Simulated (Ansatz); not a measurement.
Trial structure of AsHF, not yet relaxed:

```
CELL_PARAMETERS angstrom
4.06017 0.00000 0.00000
0.00000 4.06017 0.00000
0.00000 0.00000 3.17136
ATOMIC_POSITIONS crystal
H 0.50000 0.50000 0.50000
As 0.50000 0.50000 0.00000
F 0.00000 0.00000 0.50000
```

Level of theory: DFT PBE, scalar-relativistic, plane waves, PAW in Ansatz 0.2.0. Plane waves to 420 eV, a k mesh through Γ of 4×4×6 on the computed 3-atom cell and Gaussian smearing (0.10 eV); no spin polarisation.

Formation energies are uncorrected and refer to the elements' standard structures at the same level (F₂, H₂ as molecules).

Problem. Estimate its pressure, forces and energy as it stands.

Solution. The pressure is -3.0 GPa (the mean over three directions, positive in compression), the largest force is 0.00 eV/Å (symmetry fixes the atoms), and the energy is +0.45 eV/atom against the elements. The shortest distance is 1.59 Å.

Problem. Is it a good guess?

Solution. A rough one: relaxing gains about 0.50 eV/atom (the start's value is from the coarse mesh, so the gain is rough) in 18 ionic steps and ends at −0.05 eV/atom on the finer mesh. The symmetry stays P4/mmm (No. 123). The volume per atom shrinks by 38.0 %, from 17.4 to 10.8 Å³. The shortest distance goes from 1.59 Å (As–H) to 1.71 Å (As–H). The ratio c/a of the conventional cell changes by a factor of 1.43. Conventional cell: a = 3.074 Å, c = 3.428 Å. H is surrounded by 2 As at 1.71 Å and 4 F at 2.17 Å; As is surrounded by 2 H at 1.71 Å; F is surrounded by 4 H at 2.17 Å (long contacts).

The last run used a 16×16×14 mesh (in the run's order of axes) for its 3-atom cell and Gaussian smearing of 0.10 eV. Weakly bound directions are ill-defined at this level, which has no dispersion term. An odd number of electrons in the primitive cell allows no gap without spin; a larger cell or a magnetic state could open one. The cell is a metal run without spin; a magnetic state may lie lower. The reference form of As is held partly by dispersion forces, which this level lacks. With hydrogen, zero-point motion can shift formation energies by some tens of meV/atom. The relaxation can't lower the symmetry of the start, and the grade says only how near the guess is to its own end. Symmetry constrained the relaxation, so the result can be a saddle point. Another cell of AsHF relaxed alike, in P4/mmm, lies 0.56 eV/atom lower, so this cell isn't the stable form at this level.
